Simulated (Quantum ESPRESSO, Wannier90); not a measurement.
# Nb$_{2}$O$_{5}$ (C2/m): Wannier90 run

```
begin unit_cell_cart
ang
    0.0000000000    3.8588200000    0.0000000000
   -0.0588440000    0.0000000000    4.0181890000
    6.5037450000   -1.9294100000    0.0000000000
end unit_cell_cart
begin atoms_frac
Nb  -0.1465200000 -0.0680600000 -0.2930400000
Nb   0.1465200000  0.0680600000  0.2930400000
O   -0.1490400000  0.4843700000 -0.2980800000
O    0.1490400000 -0.4843700000  0.2980800000
O    0.0000000000  0.0000000000  0.0000000000
O   -0.3149000000  0.0054300000  0.3702000000
O    0.3149000000 -0.0054300000 -0.3702000000
end atoms_frac
```

Cell from Materials Project (mp-1595), symmetrised, no further relaxation. Not found in the COD (Crystallography Open Database) copy used, which has the formula in other groups; not checked further. Computed values, not measurements, from PBEsol: Quantum ESPRESSO (norm-conserving PseudoDojo potentials, cutoff 68 Ry, no spin polarisation, no spin-orbit coupling) on a Γ-centred 6×6×6 mesh, then Wannier90. Density: 8×8×8 mesh, cold smearing 0.01 Ry.

Bands 14-28 form an isolated set from -5.45 to 0.00 eV relative to the valence-band maximum (on the path) and are turned into 15 Wannier functions by minimising the spread from the start: atomic waves O 2p.

**Question.** Where do the functions sit, how wide are they and what are they made of?

**Answer.** 
```tsv
functions	spread (Å²)	nearest atom, distance (Å)	second atom, distance (Å)	weight on atomic waves
4	1.31	O 0.08	Nb 1.87	O 2p 76 %, Nb 4d 16 %
4	1.20	O 0.24	Nb 1.56	O 2p 78 %, Nb 4d 20 %
3	1.13	O 0.01	Nb 1.98	O 2p 83 %, Nb 4d 14 %
1	1.44	O 0.00	Nb 1.92	O 2p 74 %, Nb 4d 19 %
1	1.25	O 0.00	Nb 1.92	O 2p 79 %, Nb 4d 20 %
2	1.40	O 0.08	Nb 1.99	O 2p 75 %, Nb 4d 18 %
```

Ω_I = 18.50 Å², Ω_total = 18.90 Å²; the interpolated bands follow pw.x to 1.0 meV rms on the path. Only this start was tried; a symmetric start can stop on a saddle, and mixtures of these functions could lower the total by at most Ω_total − Ω_I.
